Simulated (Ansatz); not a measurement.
Input and command of a plane-wave DFT calculation in Ansatz:

```yaml
crystal:
  lattice:
    - [4.2739636355, 0.0, 0.0]
    - [0.0, 4.2739636355, 0.0]
    - [0.0, 0.0, 4.2739636355]
  atoms:
    - { symbol: Ba, position: [0.0, 0.0, 0.0] }
    - { symbol: Zn, position: [0.0, 0.5, 0.5] }
    - { symbol: Zn, position: [0.5, 0.0, 0.5] }
    - { symbol: Zn, position: [0.5, 0.5, 0.0] }
basis:
  ecutwfc: 420
kpoints:
  mp_grid: { grid: [4, 4, 4] }
hamiltonian:
  xc: pbe
scf:
  occupations: { method: gaussian, width: 0.1 }
  lower_state_search: "off"
output:
  forces: true
  stress: true
  eigenvalues: true
```

```bash
ansatz run input.yaml --threads 1 --pin off --max-ram 2560MiB --backend cpu --events-out ev --progress --plain --runs-dir out
```

Processor: Arm Neoverse V1, 1 thread, on a host shared with other jobs.

Q: How long does it run, and how much memory does it take?

A: About 1.9 s on 1 thread of Arm Neoverse V1, with other jobs on the host, peak memory 0.32 GiB. It solves 28 bands at 10 k points (the mesh reduced by the symmetry that the task leaves, which can be less than the crystal's) with about 1551 plane waves, in 6 SCF iterations.
